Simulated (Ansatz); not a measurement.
Zr2Ga (I4/mcm): electronic heat capacity and spin susceptibility from the density of states

All numbers below come from DFT r2SCAN, scalar-relativistic, plane waves, PAW (Ansatz 0.2.0).

Settings: cutoff 500 eV, Γ-centred mesh 8×8×8 on the computed 6-atom cell, Gaussian smearing of 0.10 eV; no spin polarisation.

Relaxed cell: I4/mcm, a = 6.704 Å, b = 6.704 Å, c = 5.432 Å, α = 90.00°, β = 90.00°, γ = 90.00°, 6 atoms in the primitive cell. Whether it is the stable form of this composition wasn't checked.

The density of states at the Fermi level is 5.131 states/eV in the cell of 6 atoms (2 formula units; both spins, tetrahedra on a 12×12×12 mesh). Averaged over bins of 0.1 eV the density runs from 4.4 to 7.0 states/eV within 0.2 eV of the Fermi level, so the figure hangs on the exact place of that level.

Task: What Sommerfeld coefficient and Pauli susceptibility does this give?

Result: Per formula unit N(E_F) = 2.566 states/eV. γ = (π²/3) k_B² N(E_F) N_A = 2.357 mJ/(mol K²) per state/eV, so γ = 6.0 mJ/(mol K²), a mole of formula units. χ_P = μ_B² N(E_F) N_A = 3.23×10⁻⁵ emu/mol per state/eV gives 8.3×10⁻⁵ emu/mol. This is the bare band result: a measured γ of the same phase is as a rule larger by a factor 1 + λ from phonons and spin fluctuations, the spin part of χ is larger by the Stoner factor, and a measured χ also holds orbital and core terms. N(E_F) at one energy is sensitive to the mesh where the density of states has sharp peaks.

Cost: 1 run of about 3.3 core-minutes, on Arm Neoverse V1 (shared hosts).